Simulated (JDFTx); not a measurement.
Input for JDFTx (a modified build) (tetraarsenic, As4 (SMILES [As]12[As]3[As]1[As]23), charge 0, multiplicity 1; bohr and hartree).

```
lattice \
  18.8972612463 0.0000000000 0.0000000000 \
  0.0000000000 18.8972612463 0.0000000000 \
  0.0000000000 0.0000000000 18.4248297151
coords-type Cartesian
ion As -0.4963642288 -2.2115340573 1.9535409369 0
ion As -1.1228853028 2.2115340573 1.3218364639 0
ion As -2.1603618094 -0.7060214566 -1.9535409369 0
ion As 2.1603618094 0.0569618741 -0.8972148677 0
ion-species pseudo/as_pbe_v1.upf
elec-cutoff 20 100
elec-ex-corr gga-PBE
symmetries none
coulomb-interaction Isolated
coulomb-truncation-embed 0 0 0
elec-n-bands 13
converge-empty-states yes
electronic-scf nIterations 100 energyDiffThreshold 1e-8
dump-name s0.$VAR
dump End State Ecomponents EigStats BandEigs Forces ElecDensity IonicPositions
```

The main set-up lines of the log and the final energy components:

```
unit cell volume = 6579.63
Chosen fftbox size, S = [  90  90  84  ]
unit cell volume = 6579.63
Chosen fftbox size, S = [  80  80  80  ]
  'As' pseudopotential, 'SLA  PW   PBE  PBE' functional
  5 valence electrons, 2 orbitals, 6 projectors, 875 radial grid points, with lMax = 2
Initialized 1 species with 4 total atoms.
Folded 1 k-points by 1x1x1 to 1 k-points.
nElectrons:  20.000000   nBands: 13   nStates: 1
average nbasis = 28077.000 , ideal nbasis = 28108.664
unit cell volume = 52637
Chosen fftbox size, S = [  180  180  168  ]
[...]
# Energy components:
   Eewald =       33.2627616091403340
       EH =       52.9264420308732468
     Eloc =      -98.3146083543697102
      Enl =      -13.9355079862796121
      Exc =      -63.0438397259152268
 Exc_core =       54.8423316825300162
       KE =        8.5926664345204369
-------------------------------------
     Etot =      -25.6697543095005187


	eMin: -0.715486 at state 0 ( [ +0.000000 +0.000000 +0.000000 ] spin 0 )
	HOMO: -0.222220 at state 0 ( [ +0.000000 +0.000000 +0.000000 ] spin 0 )
	LUMO: -0.058910 at state 0 ( [ +0.000000 +0.000000 +0.000000 ] spin 0 )
	HOMO-LUMO gap: +0.163310
```

The run took 27 electronic cycles; the highest occupied level lies at -6.05 eV from the vacuum level.
